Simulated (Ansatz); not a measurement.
Geometry optimisation in Ansatz: input, command and trajectory.

```yaml
crystal:
  lattice:
    - [3.9364041186, 0.0, 0.0]
    - [0.0, 3.9364041186, 0.0]
    - [0.0, 0.0, 3.9364041186]
  atoms:
    - { symbol: Sr, position: [0.5, 0.5, 0.5] }
    - { symbol: Ti, position: [0.0, 0.0, 0.0] }
    - { symbol: O, position: [0.5, 0.0, 0.0] }
    - { symbol: O, position: [0.0, 0.5, 0.0] }
    - { symbol: O, position: [0.0, 0.0, 0.5] }
basis:
  ecutwfc: 420
kpoints:
  mp_grid: { grid: [8, 8, 8] }
hamiltonian:
  xc: pbe
  dispersion: d3bj
scf:
  occupations: { method: gaussian, width: 0.02 }
output:
  forces: true
  stress: true
  eigenvalues: true
relax:
  adjacent_minimum: "off"
  f_tol: 0.005
  max_steps: 50
  cell: { stress_tol: 0.05 }
```

```bash
ansatz run input.yaml --threads 2 --pin off --max-ram 5120MiB --backend cpu --events-out ev --progress --plain --runs-dir out
```

Level of theory: DFT PBE+D3(BJ), scalar-relativistic, plane waves, PAW in Ansatz.

Of 6 frames 5 are shown, positions in Å and forces in eV/Å; the SCF threshold varies from step to step. Steps run on the plane waves of an earlier cell, with a Pulay correction in the pressure. The basis is chosen afresh for the last frame, the zero of the energies, and at times for earlier ones too; energy and pressure step there, also at an unchanged geometry.

```xyz
5
Lattice="3.9364 0.0000 0.0000 0.0000 3.9364 0.0000 0.0000 0.0000 3.9364" Properties=species:S:1:pos:R:3:forces:R:3 pbc="T T T" step=1 free_energy_over_end_meV_per_atom=2.71 pressure_GPa=-3.46
Sr    1.9682    1.9682    1.9682    0.0000    0.0000    0.0000
Ti    0.0000    0.0000    0.0000    0.0000    0.0000    0.0000
O     1.9682    0.0000    0.0000    0.0000    0.0000    0.0000
O     0.0000    1.9682    0.0000    0.0000    0.0000    0.0000
O     0.0000    0.0000    1.9682    0.0000    0.0000    0.0000
5
Lattice="3.9123 0.0000 0.0000 0.0000 3.9123 0.0000 0.0000 0.0000 3.9123" Properties=species:S:1:pos:R:3:forces:R:3 pbc="T T T" step=2 free_energy_over_end_meV_per_atom=-0.68 pressure_GPa=-0.22
Sr    1.9561    1.9561    1.9561    0.0000    0.0000    0.0000
Ti    0.0000    0.0000    0.0000    0.0000    0.0000    0.0000
O     1.9561    0.0000    0.0000    0.0000    0.0000    0.0000
O     0.0000    1.9561    0.0000    0.0000    0.0000    0.0000
O     0.0000    0.0000    1.9561    0.0000    0.0000    0.0000
5
Lattice="3.9106 0.0000 0.0000 0.0000 3.9106 0.0000 0.0000 0.0000 3.9106" Properties=species:S:1:pos:R:3:forces:R:3 pbc="T T T" step=3 free_energy_over_end_meV_per_atom=-0.75 pressure_GPa=0.01
Sr    1.9553    1.9553    1.9553    0.0000    0.0000    0.0000
Ti    0.0000    0.0000    0.0000    0.0000    0.0000    0.0000
O     1.9553    0.0000    0.0000    0.0000    0.0000    0.0000
O     0.0000    1.9553    0.0000    0.0000    0.0000    0.0000
O     0.0000    0.0000    1.9553    0.0000    0.0000    0.0000
5
Lattice="3.9106 0.0000 0.0000 0.0000 3.9106 0.0000 0.0000 0.0000 3.9106" Properties=species:S:1:pos:R:3:forces:R:3 pbc="T T T" step=4 free_energy_over_end_meV_per_atom=0.02 pressure_GPa=-0.11
Sr    1.9553    1.9553    1.9553    0.0000    0.0000    0.0000
Ti    0.0000    0.0000    0.0000    0.0000    0.0000    0.0000
O     1.9553    0.0000    0.0000    0.0000    0.0000    0.0000
O     0.0000    1.9553    0.0000    0.0000    0.0000    0.0000
O     0.0000    0.0000    1.9553    0.0000    0.0000    0.0000
5
Lattice="3.9099 0.0000 0.0000 0.0000 3.9099 0.0000 0.0000 0.0000 3.9099" Properties=species:S:1:pos:R:3:forces:R:3 pbc="T T T" step=6 free_energy_over_end_meV_per_atom=0.00 pressure_GPa=0.00
Sr    1.9549    1.9549    1.9549    0.0000    0.0000    0.0000
Ti    0.0000    0.0000    0.0000    0.0000    0.0000    0.0000
O     1.9549    0.0000    0.0000    0.0000    0.0000    0.0000
O     0.0000    1.9549    0.0000    0.0000    0.0000    0.0000
O     0.0000    0.0000    1.9549    0.0000    0.0000    0.0000
```

The run took 8.7 s on 2 threads of Intel(R) Xeon(R) Platinum 8488C (Sapphire Rapids), with other jobs on the host, peak memory 0.44 GiB.